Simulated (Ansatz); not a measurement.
## MgI2: 15 steps of 3.0 fs from 800 K

These are results of DFT, PBEsol, all-electron LAPW, scalar-relativistic (Ansatz 0.2.0), not measurements.

Command: `ansatz run input.yaml --threads 2 --pin off --max-ram 6144MiB --backend cpu --events-out ev --progress --plain --runs-dir out` The run took 6.1 min on 2 threads of Arm Neoverse V1, with other jobs on the host, peak memory 0.45 GiB.

```yaml
crystal:
  lattice:
    - [4.14, 0.0, 0.0]
    - [-2.07, 3.5853451717, 0.0]
    - [0.0, 0.0, 6.88]
  atoms:
    - { symbol: Mg, position: [0.0, 0.0, 0.0] }
    - { symbol: I, position: [0.3333333333, 0.6666666667, 0.25] }
    - { symbol: I, position: [0.6666666667, 0.3333333333, 0.75] }
kpoints:
  mp_grid: { grid: [5, 5, 3] }
scf:
  occupations: { method: fermi_dirac, width: 0.08 }
hamiltonian:
  xc: pbesol
  pseudopotentials: { kind: all_electron, lapw: { basis_error: 0.001 } }
output:
  forces: true
  stress: true
md:
  timestep: 3.0
  n_steps: 15
  ensemble: nve
  temperature: 800
  initial_velocities: maxwell_boltzmann
  seed: 688386
```

No spin–orbit coupling, which matters for the heavy atoms here.

The geometry is COD entry 9009108, unchecked; take it as a test cell. Its inner coordinates are ideal values, not refined ones.

Each frame lists Cartesian positions (Å) and forces (eV/Å). Free energies count from the first step, -392565.4000 eV.

Step 0 (t = 0.0 fs): E = 0.0 meV, T = 800 K, conserved energy 0.0 meV

```
Mg    0.0000    0.0000    0.0000     0.000   0.000   0.000
I     0.0000    2.3902    1.7200     0.000   0.000  -0.299
I     2.0700    1.1951    5.1600     0.000   0.000   0.299
```

Step 1 (t = 3.0 fs): E = +0.8 meV, T = 797 K, conserved energy 0.0 meV

```
Mg    0.0042    0.0283   -0.0032    -0.010  -0.064   0.018
I     0.0050    2.3825    1.7197    -0.004   0.041  -0.302
I     2.0642    1.1974    5.1609     0.015   0.023   0.285
```

Step 2 (t = 6.0 fs): E = +3.8 meV, T = 785 K, conserved energy 0.0 meV

```
Mg    0.0083    0.0563   -0.0064    -0.023  -0.131   0.032
I     0.0101    2.3748    1.7192    -0.008   0.086  -0.299
I     2.0583    1.1997    5.1620     0.031   0.045   0.267
```

Step 3 (t = 9.0 fs): E = +9.0 meV, T = 765 K, conserved energy 0.0 meV

```
Mg    0.0123    0.0838   -0.0094    -0.038  -0.199   0.044
I     0.0151    2.3672    1.7185    -0.012   0.134  -0.289
I     2.0526    1.2021    5.1633     0.050   0.066   0.245
```

Step 4 (t = 12.0 fs): E = +16.5 meV, T = 736 K, conserved energy 0.0 meV

```
Mg    0.0162    0.1107   -0.0123    -0.055  -0.269   0.051
I     0.0201    2.3597    1.7176    -0.017   0.184  -0.272
I     2.0468    1.2045    5.1648     0.071   0.085   0.221
```

Step 5 (t = 15.0 fs): E = +26.1 meV, T = 700 K, conserved energy 0.0 meV

```
Mg    0.0200    0.1366   -0.0151    -0.073  -0.340   0.055
I     0.0251    2.3523    1.7165    -0.021   0.236  -0.248
I     2.0411    1.2069    5.1664     0.094   0.103   0.194
```

Step 6 (t = 18.0 fs): E = +37.5 meV, T = 655 K, conserved energy 0.0 meV

```
Mg    0.0234    0.1613   -0.0176    -0.093  -0.411   0.054
I     0.0301    2.3450    1.7152    -0.025   0.291  -0.218
I     2.0354    1.2094    5.1681     0.118   0.120   0.164
```

Step 7 (t = 21.0 fs): E = +50.5 meV, T = 605 K, conserved energy 0.0 meV

```
Mg    0.0265    0.1845   -0.0199    -0.115  -0.483   0.049
I     0.0351    2.3380    1.7138    -0.029   0.347  -0.182
I     2.0299    1.2120    5.1700     0.143   0.136   0.133
```

Step 8 (t = 24.0 fs): E = +64.8 meV, T = 550 K, conserved energy +0.1 meV

```
Mg    0.0292    0.2059   -0.0220    -0.137  -0.553   0.040
I     0.0400    2.3312    1.7123    -0.032   0.403  -0.142
I     2.0244    1.2147    5.1720     0.169   0.150   0.102
```

Step 9 (t = 27.0 fs): E = +79.8 meV, T = 492 K, conserved energy +0.1 meV

```
Mg    0.0315    0.2254   -0.0241    -0.159  -0.620   0.029
I     0.0450    2.3246    1.7106    -0.036   0.458  -0.099
I     2.0190    1.2175    5.1740     0.195   0.162   0.070
```

Step 10 (t = 30.0 fs): E = +94.9 meV, T = 434 K, conserved energy +0.1 meV

```
Mg    0.0331    0.2427   -0.0260    -0.180  -0.684   0.016
I     0.0499    2.3184    1.7089    -0.040   0.512  -0.055
I     2.0138    1.2204    5.1760     0.220   0.173   0.039
```

Step 11 (t = 33.0 fs): E = +109.6 meV, T = 377 K, conserved energy +0.2 meV

```
Mg    0.0341    0.2576   -0.0278    -0.201  -0.743   0.002
I     0.0547    2.3125    1.7072    -0.043   0.561  -0.011
I     2.0087    1.2235    5.1781     0.244   0.182   0.009
```

Step 12 (t = 36.0 fs): E = +123.1 meV, T = 325 K, conserved energy +0.2 meV

```
Mg    0.0344    0.2698   -0.0296    -0.219  -0.795  -0.010
I     0.0596    2.3071    1.7054    -0.046   0.605   0.029
I     2.0038    1.2266    5.1802     0.266   0.190  -0.019
```

Step 13 (t = 39.0 fs):

```
Mg    0.0339    0.2791   -0.0315
I     0.0644    2.3020    1.7037
I     1.9991    1.2299    5.1823
```

Step 14 (t = 42.0 fs): E = +144.1 meV, T = 244 K, conserved energy +0.3 meV

```
Mg    0.0326    0.2855   -0.0335    -0.249  -0.871  -0.027
I     0.0692    2.2974    1.7020    -0.052   0.672   0.094
I     1.9946    1.2333    5.1844     0.301   0.199  -0.067
```

Step 15 (t = 45.0 fs): E = +150.4 meV, T = 220 K, conserved energy +0.3 meV

```
Mg    0.0304    0.2887   -0.0355    -0.258  -0.893  -0.029
I     0.0739    2.2932    1.7004    -0.055   0.692   0.115
I     1.9902    1.2369    5.1864     0.313   0.201  -0.086
```

Problem. Give the energy and forces of step 13.

Solution. E = +134.8 meV, T = 280 K, conserved energy +0.3 meV
```
Mg    0.0339    0.2791   -0.0315    -0.236  -0.838  -0.020
I     0.0644    2.3020    1.7037    -0.049   0.643   0.065
I     1.9991    1.2299    5.1823     0.285   0.195  -0.045
```

Problem. What is the mean temperature over the last 8 frames?

Solution. 365 K; so short a run of so small a cell isn't equilibrated.
